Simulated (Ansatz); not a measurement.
Input and output for rocksalt TaN (100), 3 layers: DFT, LDA, all-electron LAPW, scalar-relativistic (Ansatz 0.2.0).

The slab is cut from a bulk crystal relaxed on PAW files (its atoms may have been relaxed since), whose type needn't be the stable one.

Command: `ansatz run input.yaml --threads 2 --pin off --max-ram 4096MiB --backend cpu --events-out ev --progress --plain --runs-dir out` It took 80 s on 2 threads of Intel(R) Xeon(R) 6975P-C (Granite Rapids), with other jobs on the host, peak memory 1.1 GiB.

```yaml
crystal:
  lattice:
    - [3.0747609995, 0.0, 0.0]
    - [0.0, 3.0747609995, 0.0]
    - [0.0, 0.0, 20.3484]
  atoms:
    - { symbol: Ta, position: [0.25, 0.25, 0.3931520732] }
    - { symbol: "N", position: [0.75, 0.75, 0.3931520732] }
    - { symbol: Ta, position: [0.75, 0.75, 0.5] }
    - { symbol: "N", position: [0.25, 0.25, 0.5] }
    - { symbol: Ta, position: [0.25, 0.25, 0.6068479268] }
    - { symbol: "N", position: [0.75, 0.75, 0.6068479268] }
kpoints:
  mp_grid: { grid: [11, 11, 1] }
scf:
  occupations: { method: fermi_dirac, width: 0.08 }
hamiltonian:
  xc: lda
  pseudopotentials: { kind: all_electron, lapw: { basis_error: 0.001 } }
output:
  forces: true
  stress: true
  eigenvalues: true
  populations: true
  dos: { projected: true, de: 0.2, e_range: [-14, 8] }
efield:
  axis: 3
  amplitude: 0
  dipole_correction: true
```

Output:

```
Ta: projections on atomic orbitals take those of the free atom 1s2 2s2 2p6 3s2 3p6 3d10 4s2 4p6 4d10 4f14 5s2 5p6 5d3 6s2, of charge +0.00 (hamiltonian.pseudopotentials.projection_atoms)
N: projections on atomic orbitals take those of the free atom 1s2 2s2 2p3, of charge +0.00 (hamiltonian.pseudopotentials.projection_atoms)
LAPW: plane waves up to 9.840 Å⁻¹, error target 1.0e-3 eV per atom; small_component_spin mean_spin; N in spheres of 0.919 Å, 7 of its electrons in bands, Dirac shells []; Ta in spheres of 1.255 Å, 43 of its electrons in bands, Dirac shells [] (how accurate: hamiltonian.pseudopotentials.lapw.basis_error, Limitations)
Engine: ansatz 0.2.0
Pseudopotentials: kind: all_electron
Pseudopotential: Ta, LAPW, valence charge 43, lapw/all_electron/scalar/gaussian/Ta, Koelling and Harmon's equation, gaussian nucleus
Pseudopotential: N, LAPW, valence charge 7, lapw/all_electron/scalar/gaussian/N, Koelling and Harmon's equation, gaussian nucleus
Functional definition: SPW92
  exchange = slater_x
  correlation = pw_c
Crystal: 6 atoms, lattice volume = 192.377 Å³
Basis set: ecut = 368.88209410798436 eV, 3091 PW (Γ), exchange–correlation at level 2
Bands: 90, of which v1, the nominal top of the filled ones, is band 75 counted from 1 (74 counted from 0)
Symmetry: 8 space group operations
k-points: 21 of 121
Non-local potential: Ta, projectors of the file, none
Non-local potential: N, projectors of the file, none
Initial density: superposition of atomic densities (neutral atoms: chi_scale 0, normalization atom)
Initial wavefunctions: plane waves of lowest kinetic energy (no species holds an atomic orbital)
Functional: x = slater, c = lda
iter 1 solved again at ethr=1.70e-2 eV; its pass at ethr=1.00e-1 eV (dr2=2.56e1 eV) is discarded
SCF iter   1: F=—  HF=-1277410.510571 eV  |F-HF|=—  |Δ(HF+E_count)|=         —  Δρ=8.03e-2  dr2=2.56e1  ethr=1.70e-2  p=-0.000 e·Å  D=-2.32e-14 V/Å  ΔV_dip=0.00 eV  dr2_dipole=9.56e-13  V_vac-E_F(+/−)=6.16/6.16 eV  ⟨swp⟩=2.0  Hψ=12029  notcnv=0
efield: sawtooth ramp at fractional position 0.9500 (placed from the atoms, in the widest stretch of the axis that holds none; the zero of the levels goes with the place), width 0.1000; the density the first Hamiltonian is built on has a dipole p = 0.000 e·Å; the dipole correction subtracts the counter field D = 3.55e-14 V/Å, which shifts the + side's vacuum level by -0.00 eV against the − side's; the planar-averaged density in the ramp window peaks in size at 1.8e-6 e/Å³
preconditioner: auto → LDOS  [metal: Δε(μ)=0.049 eV  Ē_g=22.701 eV  σ=0.080 eV  W_gap=0.15  n_scr=60 (ndim 8)  ℏωp=25.4 eV  f_vac=0.622  D(μ)=3.14/eV (n_scr^D=10)  β→1.0]
SCF iter   2: F=—  HF=-1277405.446622 eV  |F-HF|=—  |Δ(HF+E_count)|=    5.06e0  Δρ=4.21e-2  dr2=4.87e0  ethr=1.70e-2  p=-0.000 e·Å  D=-6.78e-8 V/Å  ΔV_dip=0.00 eV  dr2_dipole=1.29e-10  V_vac-E_F(+/−)=3.60/3.60 eV  ⟨swp⟩=3.0  Hψ=5775  notcnv=0
iter 3 solved again at ethr=2.38e-4 eV; its pass at ethr=3.24e-3 eV (dr2=3.57e-1 eV) is discarded
SCF iter   3: F=—  HF=-1277403.506513 eV  |F-HF|=—  |Δ(HF+E_count)|=    1.94e0  Δρ=7.99e-3  dr2=3.57e-1  ethr=2.38e-4  p=-0.000 e·Å  D=-2.23e-7 V/Å  ΔV_dip=0.00 eV  dr2_dipole=1.67e-11  V_vac-E_F(+/−)=4.34/4.34 eV  ⟨swp⟩=2.0  Hψ=10078  notcnv=0
SCF iter   4: F=—  HF=-1277403.383633 eV  |F-HF|=—  |Δ(HF+E_count)|=         —  Δρ=2.87e-3  dr2=3.29e-2  ethr=2.38e-4  p=-0.000 e·Å  D=-1.94e-7 V/Å  ΔV_dip=0.00 eV  dr2_dipole=2.65e-12  V_vac-E_F(+/−)=4.13/4.13 eV  ⟨swp⟩=2.0  Hψ=5949  notcnv=0
the basis was enlarged: its passes take 1020.3 KiB over the memory plan, 2 of 2 planned eigensolver slots
SCF iter   5: F=—  HF=-1277403.328017 eV  |F-HF|=—  |Δ(HF+E_count)|=   5.56e-2  Δρ=1.17e-3  dr2=2.49e-3  ethr=2.19e-5  p=-0.000 e·Å  D=-2.29e-7 V/Å  ΔV_dip=0.00 eV  dr2_dipole=4.65e-12  V_vac-E_F(+/−)=4.04/4.04 eV  ⟨swp⟩=2.5  Hψ=5728  notcnv=0
SCF iter   6: F=—  HF=-1277403.327715 eV  |F-HF|=—  |Δ(HF+E_count)|=   3.01e-4  Δρ=4.31e-4  dr2=3.69e-4  ethr=1.66e-6  p=-0.000 e·Å  D=-2.62e-7 V/Å  ΔV_dip=0.00 eV  dr2_dipole=3.39e-12  V_vac-E_F(+/−)=4.00/4.00 eV  ⟨swp⟩=2.9  Hψ=5752  notcnv=0
SCF iter   7: F=—  HF=-1277403.327770 eV  |F-HF|=—  |Δ(HF+E_count)|=   5.47e-5  Δρ=1.10e-4  dr2=4.05e-5  ethr=2.46e-7  p=-0.000 e·Å  D=-2.69e-7 V/Å  ΔV_dip=0.00 eV  dr2_dipole=2.00e-12  V_vac-E_F(+/−)=3.99/3.99 eV  ⟨swp⟩=2.2  Hψ=5719  notcnv=0
SCF iter   8: F=—  HF=-1277403.327766 eV  |F-HF|=—  |Δ(HF+E_count)|=   3.85e-6  Δρ=3.94e-5  dr2=1.60e-5  ethr=2.70e-8  p=-0.000 e·Å  D=-1.32e-7 V/Å  ΔV_dip=0.00 eV  dr2_dipole=4.46e-13  V_vac-E_F(+/−)=3.98/3.98 eV  ⟨swp⟩=2.9  Hψ=5739  notcnv=0
SCF iter   9: F=—  HF=-1277403.327766 eV  |F-HF|=—  |Δ(HF+E_count)|=   5.31e-7  Δρ=1.74e-5  dr2=9.50e-7  ethr=1.06e-8  p=-0.000 e·Å  D=-1.20e-8 V/Å  ΔV_dip=0.00 eV  dr2_dipole=1.84e-14  V_vac-E_F(+/−)=3.97/3.97 eV  ⟨swp⟩=3.0  Hψ=6036  notcnv=0
SCF iter  10: F=—  HF=-1277403.327766 eV  |F-HF|=—  |Δ(HF+E_count)|=  4.66e-10  Δρ=4.31e-6  dr2=6.23e-8  ethr=6.33e-10  p=-0.000 e·Å  D=-1.31e-8 V/Å  ΔV_dip=0.00 eV  dr2_dipole=3.66e-15  V_vac-E_F(+/−)=3.97/3.97 eV  ⟨swp⟩=2.3  Hψ=5711  notcnv=0
SCF iter  11: F=-1277403.327766 eV  HF=-1277403.327766 eV  |F-HF|=5.12e-9  |Δ(HF+E_count)|=   1.01e-7  Δρ=2.54e-6  dr2=1.87e-8  ethr=4.15e-11  p=-0.000 e·Å  D=-1.18e-9 V/Å  ΔV_dip=0.00 eV  dr2_dipole=3.99e-15  V_vac-E_F(+/−)=3.97/3.97 eV  ⟨swp⟩=2.7  Hψ=5726  notcnv=0
[... lines left out ...]
  E_kinetic    = 1424997.191892
  E_xc         = -25647.188364
  E_efield     = 0.000000  (sawtooth field / dipole correction)
  E_electrostatic = -2676753.267256  (all electrons and nuclei)
  E_smearing   = -0.064037  (= −TS)
  E_closure    = 0.000000  (closes the sum)
  E_atoms      = -1277339.245726  (free atoms, spherical and without spin; not in F)
  Σ components = -1277403.327766   (vs F -1277403.327766, Δ=0.00e0)
  Basis errors (estimates in eV, not in F): energy 4.2e-4 per atom: plane waves 3.8e-4 (2.2e-4 summed), levels above the bands 3.1e-26, relativity 1.2e-8, radial functions 3.9e-5, core shells 7.8e-7; eigenvalues (radial functions only) 1.0e-5; not estimated: angular momenta, meshes, grids; target (lapw.basis_error) 1.0e-3; muffin-tin radii N 0.919 Å, Ta 1.255 Å
--- Forces (eV/Å), atoms counted from 1 ---
  atom   1  Ta    -0.00000000     0.00000000     1.70353105
  atom   2  N     -0.00000000     0.00000000    -1.62470871
  atom   3  Ta    -0.00000000     0.00000000     0.00000007
  atom   4  N     -0.00000000     0.00000000    -0.00000004
  atom   5  Ta     0.00000000     0.00000000    -1.70353105
  atom   6  N      0.00000000     0.00000000     1.62470861
  max |Σ_I F_I| component: 7.44e-8 eV/Å
--- Stress (GPa, compression-positive) ---
       -7.749668       0.000000       0.000000
        0.000000      -7.749668       0.000000
        0.000000       0.000000      -0.284336
  P = ⅓ Tr σ = -5.2612 GPa (-52.612 kbar)
--- Band table (eV; the first three rows and the last of 21) ---
  k-point 0: bands = ["-389.5330", "-389.5330", "-389.4962", "-389.4962", "-389.4962", "-389.4962", "-389.3624", "-389.3624", "-389.3270", "-369.2491", "-368.3345", "-368.3345", "-211.6200", "-211.6199", "-211.5955", "-211.5955", "-211.5955", "-211.5955", "-211.5812", "-211.5812", "-211.5654", "-211.5654", "-211.4664", "-211.4414", "-211.4258", "-211.4161", "-211.4161", "-63.0692", "-63.0602", "-62.9508", "-29.9489", "-29.7230", "-29.5449", "-29.5449", "-29.4051", "-29.4051", "-29.3497", "-29.3109", "-29.3109", "-14.9449", "-14.9354", "-14.9163", "-14.9163", "-14.9144", "-14.9144", "-14.8863", "-14.8850", "-14.8847", "-14.8829", "-14.8690", "-14.8690", "-14.8682", "-14.8682", "-14.7967", "-14.7967", "-14.7565", "-14.7369", "-14.7314", "-14.7180", "-14.7180", "-12.0259", "-10.7139", "-10.4860", "-1.1715", "0.0189", "1.1435", "1.3889", "1.3889", "1.6266", "2.2476", "2.2476", "2.5126", "2.9117", "2.9117", "3.6796", "5.1541", "5.5769", "5.5769", "6.7129", "6.9597", "7.6566", "7.7208", "7.7208", "8.1194", "8.3064", "9.4934", "9.5390", "9.5698", "9.5698", "10.2766"]
  k-point 1: bands = ["-389.5330", "-389.5330", "-389.4962", "-389.4962", "-389.4962", "-389.4962", "-389.3624", "-389.3624", "-389.3270", "-369.2491", "-368.3345", "-368.3345", "-211.6200", "-211.6199", "-211.5955", "-211.5955", "-211.5955", "-211.5955", "-211.5812", "-211.5812", "-211.5654", "-211.5654", "-211.4664", "-211.4414", "-211.4258", "-211.4161", "-211.4161", "-63.0668", "-63.0585", "-62.9497", "-29.9399", "-29.7526", "-29.5583", "-29.5351", "-29.4754", "-29.3999", "-29.3495", "-29.3220", "-29.3100", "-14.9444", "-14.9347", "-14.9186", "-14.9171", "-14.9152", "-14.9135", "-14.8854", "-14.8849", "-14.8842", "-14.8834", "-14.8713", "-14.8705", "-14.8677", "-14.8670", "-14.7994", "-14.7943", "-14.7552", "-14.7373", "-14.7306", "-14.7205", "-14.7179", "-11.8893", "-10.5957", "-10.3564", "-1.2409", "-0.1737", "0.4881", "1.0307", "1.2772", "1.6511", "1.7031", "1.8837", "2.4038", "2.5705", "3.3324", "4.2464", "5.2591", "5.5026", "5.5477", "7.0698", "7.3239", "7.7010", "7.8272", "8.3195", "8.6339", "8.9032", "9.5010", "9.5187", "9.6689", "9.8496", "10.4499"]
  k-point 2: bands = ["-389.5330", "-389.5330", "-389.4962", "-389.4962", "-389.4962", "-389.4962", "-389.3624", "-389.3624", "-389.3270", "-369.2491", "-368.3345", "-368.3345", "-211.6199", "-211.6199", "-211.5955", "-211.5955", "-211.5955", "-211.5955", "-211.5812", "-211.5812", "-211.5654", "-211.5654", "-211.4664", "-211.4414", "-211.4258", "-211.4161", "-211.4161", "-63.0604", "-63.0539", "-62.9467", "-29.9212", "-29.8423", "-29.6003", "-29.5934", "-29.5076", "-29.4337", "-29.3859", "-29.3111", "-29.3088", "-14.9435", "-14.9330", "-14.9244", "-14.9237", "-14.9124", "-14.9111", "-14.8855", "-14.8846", "-14.8829", "-14.8821", "-14.8774", "-14.8765", "-14.8640", "-14.8636", "-14.8065", "-14.7881", "-14.7520", "-14.7384", "-14.7284", "-14.7265", "-14.7178", "-11.5073", "-10.2687", "-9.9934", "-1.4853", "-1.0398", "0.1816", "0.2508", "0.3377", "0.6510", "1.0930", "1.3478", "1.4557", "3.4060", "4.3774", "5.1548", "5.4744", "5.5538", "5.6768", "7.3481", "7.6907", "7.7251", "9.1015", "9.1758", "9.3154", "9.6777", "9.9473", "10.1499", "10.2793", "10.4466", "11.0290"]
  k-point 20: bands = ["-389.5330", "-389.5330", "-389.4962", "-389.4962", "-389.4962", "-389.4962", "-389.3624", "-389.3624", "-389.3270", "-369.2491", "-368.3345", "-368.3345", "-211.6199", "-211.6199", "-211.5955", "-211.5955", "-211.5955", "-211.5955", "-211.5812", "-211.5812", "-211.5654", "-211.5654", "-211.4664", "-211.4414", "-211.4258", "-211.4161", "-211.4161", "-63.0182", "-63.0181", "-62.9157", "-30.0127", "-30.0091", "-29.8104", "-29.7974", "-29.6811", "-29.6490", "-29.6178", "-29.6009", "-29.4903", "-14.9295", "-14.9202", "-14.9199", "-14.9198", "-14.9195", "-14.9194", "-14.8964", "-14.8944", "-14.8699", "-14.8698", "-14.8691", "-14.8689", "-14.8646", "-14.8645", "-14.7831", "-14.7820", "-14.7526", "-14.7411", "-14.7391", "-14.7389", "-14.7109", "-11.1330", "-10.2258", "-9.7518", "-0.6720", "-0.6489", "-0.4689", "0.0941", "0.2170", "0.9124", "1.4245", "1.6625", "2.3375", "2.9800", "3.2929", "5.4978", "5.5650", "7.5634", "8.5085", "8.5199", "9.3480", "9.9027", "10.0770", "10.1572", "10.1576", "10.6857", "11.1695", "11.7928", "12.5424", "12.8581", "14.0100"]
--- Löwdin populations: 6 sites ---
  site symbol       q [e]
     0     Ta     72.2106
     1      N      7.7102
     2     Ta     72.2950
     3      N      7.6178
     4     Ta     72.2106
     5      N      7.7102
  spilling = 0.001024 (of n_electrons = 240.000000)
```

populations.tsv:

```
# site	symbol	l	j	q
# orbitals = lowdin
# n_electrons = 240.000000
# spilling = 0.001024
# projection_atom_Ta: 1s2 2s2 2p6 3s2 3p6 3d10 4s2 4p6 4d10 4f14 5s2 5p6 5d3 6s2
# projection_atom_N: 1s2 2s2 2p3
0	Ta	0_1S	-	1.999999
0	Ta	0_2S	-	1.999985
0	Ta	0_3S	-	1.999817
0	Ta	0_4S	-	1.998077
0	Ta	0_5S	-	1.967831
0	Ta	0_6S	-	0.557872
0	Ta	1_2P	-	6.000000
0	Ta	1_3P	-	5.999995
0	Ta	1_4P	-	5.999891
0	Ta	1_5P	-	5.986569
0	Ta	2_3D	-	9.999997
0	Ta	2_4D	-	9.999948
0	Ta	2_5D	-	3.701890
0	Ta	3_4F	-	13.998728
1	N	0_1S	-	1.996603
1	N	0_2S	-	1.508279
1	N	1_2P	-	4.205308
2	Ta	0_1S	-	1.999999
2	Ta	0_2S	-	1.999980
2	Ta	0_3S	-	1.999765
2	Ta	0_4S	-	1.997509
2	Ta	0_5S	-	1.958844
2	Ta	0_6S	-	0.456016
2	Ta	1_2P	-	6.000000
2	Ta	1_3P	-	5.999995
2	Ta	1_4P	-	5.999891
2	Ta	1_5P	-	5.988014
2	Ta	2_3D	-	9.999997
2	Ta	2_4D	-	9.999935
2	Ta	2_5D	-	3.896724
2	Ta	3_4F	-	13.998286
3	N	0_1S	-	1.996190
3	N	0_2S	-	1.462085
3	N	1_2P	-	4.159529
4	Ta	0_1S	-	1.999999
4	Ta	0_2S	-	1.999985
4	Ta	0_3S	-	1.999817
4	Ta	0_4S	-	1.998077
4	Ta	0_5S	-	1.967831
4	Ta	0_6S	-	0.557872
4	Ta	1_2P	-	6.000000
4	Ta	1_3P	-	5.999995
4	Ta	1_4P	-	5.999891
4	Ta	1_5P	-	5.986569
4	Ta	2_3D	-	9.999997
4	Ta	2_4D	-	9.999948
4	Ta	2_5D	-	3.701890
4	Ta	3_4F	-	13.998728
5	N	0_1S	-	1.996603
5	N	0_2S	-	1.508279
5	N	1_2P	-	4.205308
```

Next run (atoms relaxed), as changes to the input before:

```diff
   atoms:
-    - { symbol: Ta, position: [0.25, 0.25, 0.3931520732] }
-    - { symbol: "N", position: [0.75, 0.75, 0.3931520732] }
-    - { symbol: Ta, position: [0.75, 0.75, 0.5] }
-    - { symbol: "N", position: [0.25, 0.25, 0.5] }
-    - { symbol: Ta, position: [0.25, 0.25, 0.6068479268] }
-    - { symbol: "N", position: [0.75, 0.75, 0.6068479268] }
+    - { symbol: Ta, position: [0.25, 0.25, 0.3986165082] }
+    - { symbol: "N", position: [0.75, 0.75, 0.3871824211] }
+    - { symbol: Ta, position: [0.75, 0.75, 0.5000000026] }
+    - { symbol: "N", position: [0.25, 0.25, 0.4999999997] }
+    - { symbol: Ta, position: [0.25, 0.25, 0.6013834883] }
+    - { symbol: "N", position: [0.75, 0.75, 0.6128175801] }
 kpoints:
   eigenvalues: true
-  populations: true
-  dos: { projected: true, de: 0.2, e_range: [-14, 8] }
+relax:
+  f_tol: 0.01
+  max_steps: 12
 efield:
```

Command: `ansatz run input.yaml --threads 2 --pin off --max-ram 4096MiB --backend cpu --events-out ev --progress --plain --runs-dir out` It took 2.5 min on 2 threads of Intel(R) Xeon(R) 6975P-C (Granite Rapids), with other jobs on the host, peak memory 1.3 GiB.

Results part of the output:

```
SCF converged after 4 iterations
Free energy (F): -1277403.690323 eV
Harris-Foulkes:  -1277403.690324 eV  (|F-HF|=5.17e-8)
Internal energy: -1277403.602388 eV  (E = F + TS)
E sigma→0 (E₀):  -1277403.646356 eV
Entropy (-TS):   -0.087936 eV (-14.656 meV/atom)
Fermi energy:    6.277311 eV
Dipole field:    D = -0.000000 V/Å  (p = -0.000000 e·Å, saw-weighted, corrected)
Work function:   Φ+ = 3.7580 eV   Φ− = 3.7581 eV
Levels:          The Fermi level and band energies are counted from a zero that moves with the ramp; work functions are not
--- Per-component energies (eV) ---
[... lines left out ...]
  k-point 2: bands = ["-528.4523", "-528.4523", "-528.0940", "-389.4611", "-389.4611", "-389.4231", "-389.4231", "-389.4231", "-389.4231", "-389.0930", "-389.0930", "-389.0417", "-369.2223", "-368.2873", "-368.2873", "-211.5465", "-211.5465", "-211.5240", "-211.5240", "-211.5240", "-211.5240", "-211.5090", "-211.5090", "-211.4909", "-211.4909", "-211.2006", "-211.1734", "-211.1476", "-211.1317", "-211.1317", "-62.9989", "-62.9947", "-62.6705", "-29.8564", "-29.8433", "-29.5392", "-29.5368", "-29.4058", "-29.3247", "-29.2277", "-29.1158", "-29.0353", "-14.8876", "-14.8687", "-14.8542", "-14.8524", "-14.8434", "-14.8414", "-14.8177", "-14.8169", "-14.8125", "-14.8122", "-14.8042", "-14.8036", "-14.7906", "-14.7905", "-14.5479", "-14.5272", "-14.4631", "-14.4593", "-14.4462", "-14.4444", "-14.4352", "-11.5684", "-10.0054", "-9.7863", "-1.5398", "-1.1502", "0.0063", "0.2917", "0.6216", "0.8999", "1.2446", "1.4755", "1.7085", "3.3516", "4.4174", "5.0989", "5.3232", "5.4402", "5.9752", "7.6725", "8.0300", "8.1294", "9.2933", "9.4718", "9.5715", "9.5992", "10.0611", "10.1038", "10.4933", "10.5117", "10.9714", "11.0511"]
  k-point 20: bands = ["-528.4523", "-528.4523", "-528.0940", "-389.4611", "-389.4611", "-389.4231", "-389.4231", "-389.4231", "-389.4231", "-389.0930", "-389.0930", "-389.0417", "-369.2223", "-368.2873", "-368.2873", "-211.5465", "-211.5465", "-211.5240", "-211.5240", "-211.5240", "-211.5240", "-211.5090", "-211.5090", "-211.4909", "-211.4909", "-211.2006", "-211.1734", "-211.1476", "-211.1317", "-211.1317", "-62.9591", "-62.9590", "-62.6365", "-29.9293", "-29.9240", "-29.7444", "-29.7347", "-29.6654", "-29.6276", "-29.4455", "-29.4357", "-29.1522", "-14.8737", "-14.8553", "-14.8515", "-14.8511", "-14.8504", "-14.8500", "-14.8288", "-14.8271", "-14.7969", "-14.7967", "-14.7962", "-14.7960", "-14.7943", "-14.7943", "-14.5228", "-14.5214", "-14.4730", "-14.4551", "-14.4547", "-14.4502", "-14.4277", "-11.2967", "-9.8634", "-9.5200", "-0.7739", "-0.7349", "-0.5328", "0.7397", "0.7949", "1.0899", "1.4007", "1.5482", "1.7936", "1.9914", "3.0416", "6.1639", "6.1872", "7.8394", "9.5219", "9.6042", "9.8301", "9.8660", "10.0533", "10.2144", "10.2212", "10.7238", "11.1240", "11.4926", "12.5404", "13.0015", "13.6955", "14.9309"]
--- Relaxed structure (2 steps of the walk, 2 accepted, 0 SCFs on fresh bases) ---
  F+E_penalty+E_count = -1277403.69032349 eV   max|allowed force component| = 6.796e-3 eV/Å
  atoms:
    - { symbol: Ta, position: [0.25, 0.25, 0.39861650820000005] }
    - { symbol: N, position: [0.75, 0.75, 0.3871824211] }
    - { symbol: Ta, position: [0.75, 0.75, 0.5000000026] }
    - { symbol: N, position: [0.25, 0.25, 0.4999999997] }
    - { symbol: Ta, position: [0.25, 0.25, 0.6013834883] }
    - { symbol: N, position: [0.75, 0.75, 0.6128175801] }
```

Spin–orbit coupling is left out, which matters for the heavy atoms.
